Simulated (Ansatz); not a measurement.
**Computed scan of one atom of the cell: ScAl3 (Cu3Au type)**

ScAl$_{3}$ (Cu3Au type)

```
CELL_PARAMETERS angstrom
      4.10550     0.00000     0.00000
      0.00000     4.10550     0.00000
      0.00000     0.00000     4.10550
ATOMIC_POSITIONS crystal
  Al 0.00000 0.50000 0.50000
  Al 0.50000 0.50000 0.00000
  Al 0.50000 0.00000 0.50000
  Sc 0.00000 0.00000 0.00000
```

In this cell atom 1 (Al, nearest neighbour Al at 2.903 Å; its periodic images, 4.1 Å or more away, move with it) is moved by s along Cartesian z, unit vector (0.000, 0.000, 1.000); all other atoms and the cell stay fixed.

These are PBE (plane waves to 420 eV, PAW, scalar-relativistic; Ansatz, an electronic-structure program) values and carry that method's errors. k mesh 9×9×9 (Γ-centred), Fermi-Dirac smearing 0.05 eV. Energies are smeared free energies. Compression counts positive. With partly filled bands, energies and forces of such displacements shift with the k mesh and the smearing. F∥ is the force on the atom along that direction. ScAl3 is run without spin polarisation. ScAl3 was relaxed with its symmetry unable to fall. ΔE is measured from the undisplaced structure.

```json
[
 {"s (Å)": "-0.580", "ΔE (meV/cell)": "1079", "P (GPa)": "6.2", "F∥ (eV/Å)": "3.839"},
 {"s (Å)": "-0.464", "ΔE (meV/cell)": "682", "P (GPa)": "4.0", "F∥ (eV/Å)": "3.015"},
 {"s (Å)": "-0.348", "ΔE (meV/cell)": "379", "P (GPa)": "2.3", "F∥ (eV/Å)": "2.214"},
 {"s (Å)": "-0.232", "ΔE (meV/cell)": "167", "P (GPa)": "1.0", "F∥ (eV/Å)": "1.447"},
 {"s (Å)": "-0.116", "ΔE (meV/cell)": "42", "P (GPa)": "0.3", "F∥ (eV/Å)": "0.716"},
 {"s (Å)": "0.000", "ΔE (meV/cell)": "0", "P (GPa)": "0.0", "F∥ (eV/Å)": "0.000"},
 {"s (Å)": "0.116", "ΔE (meV/cell)": "42", "P (GPa)": "0.3", "F∥ (eV/Å)": "-0.716"},
 {"s (Å)": "0.232", "ΔE (meV/cell)": "167", "P (GPa)": "1.0", "F∥ (eV/Å)": "-1.447"},
 {"s (Å)": "0.348", "ΔE (meV/cell)": "379", "P (GPa)": "2.3", "F∥ (eV/Å)": "-2.214"},
 {"s (Å)": "0.464", "ΔE (meV/cell)": "682", "P (GPa)": "4.0", "F∥ (eV/Å)": "-3.015"},
 {"s (Å)": "0.580", "ΔE (meV/cell)": "1079", "P (GPa)": "6.2", "F∥ (eV/Å)": "-3.839"}
]
```

What the scan shows:

```
Item                                                                                                                                               Result
--------------------------------------------------------  -----------------------------------------------------------------------------------------------
Energy at s = 0.580 Å                                                                                                                       1079 meV/cell
Force along the line at s = -0.580 Å                                                                                                            3.84 eV/Å
Symmetry of the curve                                                                                                       even: the same for both signs
Shape of the curve                                                                         a single well with its minimum at or next to zero displacement
Force constant k = d²E/ds² at s = 0 (finite differences)                                                                                       6.15 eV/Å²
Harmonic estimate at the end of the scan                  ½ks² = 1035 meV/cell against the computed 1079 meV/cell, so the well is close to harmonic there
```

(For displaced atoms, the force is minus the slope of the energy, and its curvature is a force constant, which sets phonon frequencies.)
